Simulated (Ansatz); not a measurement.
AlNi:
```xyz
2
Lattice="2.8932 0.0000 0.0000 0.0000 2.8932 0.0000 0.0000 0.0000 2.8932" Properties=species:S:1:pos:R:3 pbc="T T T"
Al     1.4466     1.4466     1.4466
Ni     0.0000     0.0000     0.0000
```

Relaxed with PBE. Special points in fractions of this cell's reciprocal vectors: Γ (0.000, 0.000, 0.000); X (0.000, 0.500, 0.000); M (0.500, 0.500, 0.000); R (0.500, 0.500, 0.500).

List the band energies nearest the Fermi level at these points for the program Ansatz at the PBE level (PAW).

In eV from the Fermi level; about four levels below and three above (degenerate sets whole), none deeper than 8.9 eV; points with the same levels are listed once.

```csv
k,below,above
Γ,-3.15 -3.15 -1.48 -1.48 -1.48,5.45 5.45 5.45
X,-2.18 -2.18 -1.39 -0.60,8.23 9.92 9.92
M,-2.84 -2.84 -2.00 -2.00 -0.96,1.46 2.46 12.14
R,-4.01 -4.01 -4.01 -0.93 -0.93,2.00 2.00 2.00
```

Space group Pm-3m (CsCl type). The cell was relaxed with PBE under the symmetry of its start. The run is not spin-polarised.

Potentials: the later of the program's two PAW sets.
